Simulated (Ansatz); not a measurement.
MoS2 (space group P6_3/mmc)

```xyz
6
Lattice="3.1277 0.0000 0.0000 -1.5639 2.7087 0.0000 0.0000 0.0000 12.1991" Properties=species:S:1:pos:R:3 pbc="T T T"
Mo     0.0000     0.0000     3.0498
Mo     0.0000     0.0000     9.1493
S      0.0000     1.8058     4.6007
S      1.5639     0.9029     7.5984
S      1.5639     0.9029    10.7003
S      0.0000     1.8058     1.4988
```

The slice is a (1 -1 0 0) plane (indices of the conventional cell) through the point (0.000, 0.000, 0.250) (fractional), spanned by u = [110] and v = [001] in vectors of this cell: u (3.13 Å) and v (12.20 Å, at 90° to u). It covers one period; positions are fractions (u, v).

Level of theory: LDA (plane waves to 420 eV, PAW, scalar-relativistic; Ansatz, a quantum-chemistry and plane-wave program). k mesh 12×12×3. Near the nuclei the fields are pseudised (PAW); where an atom keeps semicore shells as valence, they peak there. MoS2 is run without spin polarisation. MoS2 was relaxed with its symmetry unable to fall.

Question: Predict the map of the electron localisation function (ELF) on the slice.

Answer: 
| v \ u | 0.00 | 0.12 | 0.25 | 0.38 | 0.50 | 0.62 | 0.75 | 0.88 |
|---|---|---|---|---|---|---|---|---|
| 0.88 | 0.18 | 0.26 | 0.57 | 0.75 | 0.77 | 0.75 | 0.57 | 0.26 |
| 0.75 | 0.01 | 0.01 | 0.03 | 0.04 | 0.05 | 0.04 | 0.03 | 0.01 |
| 0.62 | 0.18 | 0.26 | 0.57 | 0.75 | 0.77 | 0.75 | 0.57 | 0.26 |
| 0.50 | x | x | 0.59 | 0.19 | 0.28 | 0.19 | 0.59 | x |
| 0.38 | 0.18 | 0.26 | 0.57 | 0.75 | 0.77 | 0.75 | 0.57 | 0.26 |
| 0.25 | 0.01 | 0.01 | 0.03 | 0.04 | 0.05 | 0.04 | 0.03 | 0.01 |
| 0.12 | 0.18 | 0.26 | 0.57 | 0.75 | 0.77 | 0.75 | 0.57 | 0.26 |
| 0.00 | x | x | 0.59 | 0.19 | 0.28 | 0.19 | 0.59 | x |

Values: electron localisation function (ELF). Points within 0.5 Å of a nucleus are blanked (x), as the pseudised field means little there.
